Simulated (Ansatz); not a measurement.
Clean, relaxed (111) surface of Ag, space group Fm-3m (No. 225) (top face towards +c; atoms held fixed, by place in the list: 1, 2):

```xyz
4
Lattice="2.8669 0.0000 0.0000 -1.4335 2.4828 0.0000 0.0000 0.0000 24.0225" Properties=species:S:1:pos:R:3 pbc="T T T"
Ag    1.4335    0.8276    8.5000
Ag    0.0000    1.6552   10.8408
Ag    0.0000    0.0000   13.1457
Ag    1.4335    0.8276   15.4629
```

The calculation used DFT PBEsol, scalar-relativistic, plane waves, PAW (Ansatz). Plane waves to 420 eV, a k mesh through Γ of 12×12×1 on the computed 4-atom cell and Gaussian smearing (0.10 eV); no spin polarisation. The cell repeats along c with a dipole correction in the vacuum.

O (atom) is adsorbed on the top face, one adsorbate per 7.1 Å², and relaxed from 3 starting sites (fractions of a and b). E_ads counts from the clean slab and the free adsorbate (spin-polarised where it has unpaired electrons); negative means bound. Heights count from the highest slab atom after relaxation. Δφ is the top face's. Δp counts per cell along +c. Bonded neighbours lie within 1.25 times the sum of covalent radii (1.35 for H) and, on that scale, within 12 % of the closest. With the adsorbate the cell is lengthened along c to keep the vacuum.

| start | ends at | E_ads (eV) | height (Å) | shortest contact | Δφ (eV) | Δp (e·Å) |
| --- | --- | --- | --- | --- | --- | --- |
| top (Ag) at (0.67, 0.33) | (0.67, 0.33), 1 bonded neighbour (Ag) | -1.33 | 1.97 | O–Ag 1.97 Å | +4.62 | -0.183 |
| hollow (Ag-Ag-Ag) at (0.00, 0.00) | (0.00, 0.00), 3 bonded neighbours (Ag) | -2.30 | 1.30 | O–Ag 2.11 Å | +3.79 | -0.152 |
| bridge (Ag-Ag) at (0.17, 0.83) | (0.33, 0.67), 3 bonded neighbours (Ag) | -2.37 | 1.28 | O–Ag 2.08 Å | +3.69 | -0.148 |

Among the sites tried, the lowest end comes from the bridge (Ag-Ag) at (0.17, 0.83) start; other sites may lie lower.

Each end is the local minimum or symmetric point that its start leads to. The slab is only 7.0 Å thick, so the energies aren't converged with thickness.

Spin polarisation was left out, and a magnetic state may lie lower.